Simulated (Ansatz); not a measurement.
Data sheet: I (DFT)

I:
```
CELL_PARAMETERS angstrom
     -2.06276     2.06276     2.06276
      2.06276    -2.06276     2.06276
      2.06276     2.06276    -2.06276
ATOMIC_POSITIONS crystal
  I  0.00000 0.00000 0.00000
```

Space group Im-3m (No. 229), bcc (W type); conventional cell a = b = c = 4.126 Å, α = β = γ = 90.00°.

Method: plane-wave PAW r²SCAN+D4 (Ansatz code). Structure relaxed to zero pressure with the same functional. Other levels are named where they apply.

**Cell and energy**

```
Quantity             Result
---------------  ----------
Volume per atom    35.11 Å³
Density          6.00 g/cm³
```

**Electronic structure**

```
Quantity                                                                    Value
------------------------------------  -------------------------------------------
Electronic character                                            metallic (no gap)
Density of states at the Fermi level  2.2 states/eV per atom (mean over ±0.08 eV)
Gap with spin–orbit coupling                                      none (metallic)
```

**Mechanics**

```
Item                                                                   Result
-------------------------------------  --------------------------------------
Bulk modulus (Birch–Murnaghan fit)                                   27.5 GPa
Pressure derivative B′                                                    5.1
Elastic constants (relaxed ions, GPa)     C11 = 29.7, C12 = 26.5, C44 = -57.3
Mechanical stability                   unstable (C has a negative eigenvalue)
```

The cell is a constructed one: a structure type filled with these elements; the Crystallography Open Database copy checked does not list it. It is not the phase usual at ambient conditions (space group No. 64). Symmetry was held in the r²SCAN+D4 relaxation. With an odd number of electrons in the cell and no spin polarisation, the count alone makes it a metal. As this level gives no gap, shear constants depend on the k-mesh and smearing (Fermi–Dirac, 0.1 eV here). Scalar-relativistic: spin–orbit coupling is off unless named, which matters more the heavier the elements.

Potentials: the later of the program's two PAW sets.
